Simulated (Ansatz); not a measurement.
# Relaxing a structure of Au

The start is a randomly generated symmetric cell of Au (space group No. 189). The structure is fully relaxed (lattice and positions, P = 0) with r2SCAN (plane waves to 500 eV, PAW, scalar-relativistic; Ansatz, an electronic-structure program). The first steps use a coarse 9×9×9 k-mesh.

Starting cell:
```yaml
crystal:
  lattice:
    - [3.97170, 0.00000, 0.00000]
    - [-1.98585, 3.43959, 0.00000]
    - [0.00000, 0.00000, 3.84350]
  atoms:
    - { symbol: Au, position: [0.31660, 0.00000, 0.00000] }
    - { symbol: Au, position: [0.00000, 0.31660, 0.00000] }
    - { symbol: Au, position: [0.68340, 0.68340, 0.00000] }
```

Task: Which atoms feel the largest initial force, and how large is it?

Result: 10.40 eV/Å, on Au1, Au2, Au3 (atoms numbered as listed).

Task: How much energy is released per atom?

Result: 3.74 eV/atom.

Task: How does the volume per atom move from start to end?

Result: +7.5 %, from 17.50 to 18.82 Å³/atom.

Task: How do the shortest distances between atoms change?

Result: The closest pairs of elements (up to four, under 3.6 Å), start → end: Au–Au 2.18 → 2.78 Å.

Task: Is the relaxed structure metallic? Give its gap.

Result: No gap (metallic).

Task: What does it relax into? Give the structure.

Result: 
```cif
data_Au
_chemical_formula_sum 'Au1'
_space_group_name_H-M_alt 'P6/mmm'
_space_group_IT_number 191
_space_group_name_Hall '-P 6 2'
_cell_length_a 2.79585
_cell_length_b 2.79585
_cell_length_c 2.77962
_cell_angle_alpha 90.000
_cell_angle_beta 90.000
_cell_angle_gamma 120.000
loop_
_atom_site_label
_atom_site_type_symbol
_atom_site_symmetry_multiplicity
_atom_site_Wyckoff_symbol
_atom_site_fract_x
_atom_site_fract_y
_atom_site_fract_z
_atom_site_occupancy
Au1 Au 1 a 0.00000 0.00000 0.00000 1
```

Final values are on a 19×19×17 k-mesh of the relaxed cell. No spin polarisation in the result.

The run could not lose the symmetry of its start: the end is stationary, and may be a saddle point rather than a minimum.

The relaxed structure here is a generated cell of Au: the first start was made by a random draw of sites in a space group, and the end was not matched to a known phase here, so it may be hypothetical. Known forms of Au include space group No. 225.
